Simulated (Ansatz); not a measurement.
**One atom moved along a line in Si2W**

Computed with DFT PBEsol, scalar-relativistic, plane waves, PAW (Ansatz 0.2.0). Settings: plane waves to 420 eV, k-mesh 12×12×6 (Γ-centred), Gaussian smearing 0.15 eV. Spin–orbit coupling is left out, which can shift energies with elements as heavy as these. No spin polarisation. Energies are free energies at this smearing, counted from the undisturbed cell; pressure is positive in compression.

The starting cell (relaxed at this level; this form isn't the usual structure):

```
Si W
1.0
     4.57609    0.00000    0.00000
    -2.28804    3.96301    0.00000
     0.00000    0.00000    6.60331
Si W
6 3
Cartesian
  2.2880 2.6646 3.3017
  -1.1636 3.3138 5.5028
  1.1636 3.3138 1.1006
  0.0000 1.2984 3.3017
  3.4516 0.6492 5.5028
  1.1245 0.6492 1.1006
  -1.1440 1.9815 1.1006
  1.1440 1.9815 5.5028
  2.2880 0.0000 3.3017
```

Atom 7 (W) is moved by x along the Cartesian unit vector (-0.445, 0.265, 0.855); the cell and all other atoms stay fixed. The cell is metallic on the mesh throughout.

```tsv
x (Å)	ΔE (meV/cell)
-0.2000	422.8
-0.0667	47.0
0.0000	0.0
0.1333	187.1
```

Problem. Predict the pressure (GPa) at each point.

Solution.
```csv
x (Å),pressure (GPa)
-0.2000,1.8
-0.0667,0.2
0.0000,0.0
0.1333,0.8
```

Cost: 4 runs of about 8 core-minutes in all, on Intel Xeon Platinum 8175M (Skylake/Cascade Lake) (shared hosts).